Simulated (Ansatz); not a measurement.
Band structure of NbCd3

```xyz
4
Lattice="4.3198 0.0000 0.0000 0.0000 4.3198 0.0000 0.0000 0.0000 4.3198" Properties=species:S:1:pos:R:3 pbc="T T T"
Nb    0.0000    0.0000    0.0000
Cd    2.1599    2.1599    0.0000
Cd    2.1599    0.0000    2.1599
Cd    0.0000    2.1599    2.1599
```

Atoms are numbered in the order listed.

Conventional cell: a = 4.320 Å, b = 4.320 Å, c = 4.320 Å, α = 90.00°, β = 90.00°, γ = 90.00°. Around Nb (atom 1) lie 12 Cd at 3.05 Å. Around Cd (atom 2) lie 4 Nb at 3.05 Å and 8 Cd at 3.05 Å.

The cell is the one relaxed in the Materials Project (mp-11309), not relaxed further here; entries there can be hypothetical.

Spin polarisation is left out, and whether a magnetic state lies lower isn't shown here.

Level of theory: DFT, PBEsol, all-electron LAPW, scalar-relativistic in Ansatz 0.2.0.

Numerical set-up: a Γ-centred 9×9×9 k mesh, Fermi–Dirac smearing of 0.03 eV, basis error target 0.5 meV/atom, no spin polarisation.

Points in fractions of the reciprocal vectors of this cell: Γ (0, 0, 0), X (0, 0.5, 0), M (0.5, 0.5, 0), R (0.5, 0.5, 0.5). The path joins them by straight lines in the order Γ–X–M–Γ–R–X–R–M; legs that retrace an earlier one aren't tabulated. Energies are in eV from the Fermi level.

Task: Is there a gap?

Result: none: with an odd electron count and no spin polarisation the bands can't all be full, a metal in this set-up (spin order or a larger cell could open a gap).

Task: List the levels between -14 and 3.5 eV at the symmetry points.

Result: 
Γ: -9.32, -9.13 (×3), -8.87 (×2), -8.23 (×4), -7.89 (×2), -7.56, -7.47 (×3), -0.95 (×2), 0.24 (×3), 1.14 (×3)
X: -8.98, -8.89, -8.65, -8.56 (×2), -8.41, -8.39, -8.36 (×2), -8.35, -8.07 (×2), -7.95, -7.82, -7.47, -5.94, -5.64, -0.82 (×2), -0.75, 0.94, 1.07, 2.87
M: -8.73 (×2), -8.65, -8.56, -8.45, -8.41, -8.36 (×2), -8.21 (×2), -8.14, -8.09 (×2), -8.01, -8.00, -4.93, -3.14 (×2), -2.98, -0.30 (×2), 1.05, 1.62, 2.03
R: -9.04, -9.00 (×3), -8.55 (×3), -8.20 (×3), -8.07 (×2), -7.56 (×3), -2.39 (×3), -2.12, -1.11 (×3), 1.39 (×2), 3.27
